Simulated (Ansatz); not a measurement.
Relaxed-ion elastic tensor of AlPt (rock salt, Fm-3m) in GPa (Voigt order), r²SCAN in the plane-wave PAW code Ansatz; density 11.15 g/cm³, 16.54 Å³ per atom.

```
 278  81.2  81.2   0.0   0.0   0.0
81.2   278  81.2   0.0   0.0   0.0
81.2  81.2   278   0.0   0.0   0.0
 0.0   0.0   0.0   4.5   0.0   0.0
 0.0   0.0   0.0   0.0   4.5   0.0
 0.0   0.0   0.0   0.0   0.0   4.5
```

Q: Is the crystal mechanically stable?

A: Yes: the smallest eigenvalue of C is 4.5 GPa.

Q: Work out the Voigt and Reuss bounds. Is their mean of use?

A: K_V = 147, K_R = 147; G_V = 41.9, G_R = 7.2 GPa. The bounds lie so far apart that a Hill average or a Debye temperature from it would say little.

The start of the workflow was typed in or built on a structure type; neither database checked (COD, Materials Project) lists it. Whether it is the stable phase at ambient conditions was not checked. The cell was relaxed with r²SCAN under the symmetry of its start; whether a distortion lowers the energy is not shown. The run is not spin-polarised. As this level gives no gap, shear constants depend on the k-mesh and smearing (Fermi–Dirac, 0.1 eV here). Scalar-relativistic: spin–orbit coupling is off unless named, which matters more the heavier the elements.

Potentials: the later of the program's two PAW sets.
